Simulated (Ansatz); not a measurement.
**Computed scan of one atom of the cell: ScAl3 (Cu3Au type)**

Relaxed ScAl₃ (Cu3Au type):

```xyz
4
Lattice="4.1059 0.0000 0.0000 0.0000 4.1059 0.0000 0.0000 0.0000 4.1059" Properties=species:S:1:pos:R:3 pbc="T T T"
Al     0.0000     2.0529     2.0529
Al     2.0529     2.0529     0.0000
Al     2.0529     0.0000     2.0529
Sc     0.0000     0.0000     0.0000
```

Scan: atom 2 (Al, nearest neighbour Al at 2.903 Å; its periodic images, 4.1 Å or more away, move with it) is displaced along Cartesian [111], direction (0.577, 0.577, 0.577) in Cartesian axes, by s. The other atoms stay.

All values below come from PBE (plane waves to 420 eV, PAW, scalar-relativistic; Ansatz, a quantum-chemistry and plane-wave program). k mesh 9×9×9 (Γ-centred), Fermi-Dirac smearing 0.05 eV. E stands for the smeared free energy. Stress and pressure are positive under compression. With partly filled bands, energies and forces of such displacements shift with the k mesh and the smearing. F∥ is the force on the atom along that direction. F⊥ is the part of the force across the line. ScAl3 is run without spin polarisation. ScAl3 was relaxed with its symmetry unable to fall. The zero of ΔE is the undisplaced structure.

| s (Å) | ΔE (eV/cell) | |F⊥| (eV/Å) | F∥ (eV/Å) | P (GPa) |
|---|---|---|---|---|
| -0.290 | 0.246 | 0.235 | 1.766 | 1.5 |
| -0.232 | 0.155 | 0.186 | 1.372 | 1.0 |
| -0.174 | 0.086 | 0.138 | 1.005 | 0.5 |
| -0.116 | 0.038 | 0.092 | 0.658 | 0.2 |
| -0.058 | 0.009 | 0.046 | 0.326 | 0.1 |
| 0.000 | 0.000 | 0.000 | 0.000 | 0.0 |
| 0.058 | 0.009 | 0.046 | -0.326 | 0.1 |
| 0.116 | 0.038 | 0.092 | -0.658 | 0.2 |
| 0.174 | 0.086 | 0.138 | -1.005 | 0.5 |
| 0.232 | 0.155 | 0.186 | -1.372 | 1.0 |
| 0.290 | 0.246 | 0.235 | -1.766 | 1.5 |

What the scan shows:

| Item | Value |
|---|---|
| Energy at s = 0.290 Å | 246 meV/cell |
| Force along the line at s = -0.290 Å | 1.77 eV/Å |
| Symmetry of the curve | even: the same for both signs |
| Shape of the curve | a single well with its minimum at or next to zero displacement |
| Force constant k = d²E/ds² at s = 0 (finite differences) | 5.60 eV/Å² |
| Harmonic estimate at the end of the scan | ½ks² = 235 meV/cell against the computed 246 meV/cell, so the well is close to harmonic there |

(For displaced atoms, the force is minus the slope of the energy, and its curvature is a force constant, which sets phonon frequencies.)
